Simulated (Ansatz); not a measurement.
One crystal and one scan (energy over volume and axial ratio) at two levels, PBEsol (plane waves to 420 eV, PAW, scalar-relativistic; Ansatz, a first-principles code) and PBE (plane waves to 420 eV, PAW, scalar-relativistic; Ansatz), each from its own relaxed cell and on its own mesh. The cell shown is that of PBEsol.

Pd (fcc, Cu type)

```
CELL_PARAMETERS angstrom
      0.00000     1.93777     1.93777
      1.93777     0.00000     1.93777
      1.93777     1.93777     0.00000
ATOMIC_POSITIONS crystal
  Pd 0.00000 0.00000 0.00000
```

Grid over V/V₀ and (c/a)/(c/a)₀, subscript 0 meaning the relaxed cell; the conventional c axis lies along z; no internal relaxation.

Energies are smeared free energies. Pd is run without spin polarisation. Pd was relaxed with its symmetry unable to fall. The PAW data are Ansatz's earlier set. With partly filled bands, the response to shear is sensitive to the k mesh, so small differences along c/a are uncertain. Percentages come from the unrounded values. Both scans cover V/V₀ from 0.920 to 1.080 and (c/a)/(c/a)₀ from 0.960 to 1.040.

Results of PBEsol:

| Quantity | Value |
|---|---|
| Lattice constant a (Å) | 3.876 |
| Shear modulus C′ = (C11 − C12)/2 (fit, atoms clamped) (GPa) | 32 |

Q: Estimate the PBE values.

A: 
```json
[
 {"quantity": "Lattice constant a (Å)", "PBE": "3.943", "PBEsol − PBE": "-0.067 (-1.7 %)"},
 {"quantity": "Shear modulus C′ = (C11 − C12)/2 (fit, atoms clamped) (GPa)", "PBE": "24", "PBEsol − PBE": "+8 (+30 %)"}
]
```

PBEsol gives the higher value for: shear modulus C′. PBEsol gives the lower value for: lattice constant a. Neither level is exact: the differences show how much the result hangs on the functional.

(A scan under strain: stresses follow from slopes of the energy per volume, elastic moduli from its curvatures.)
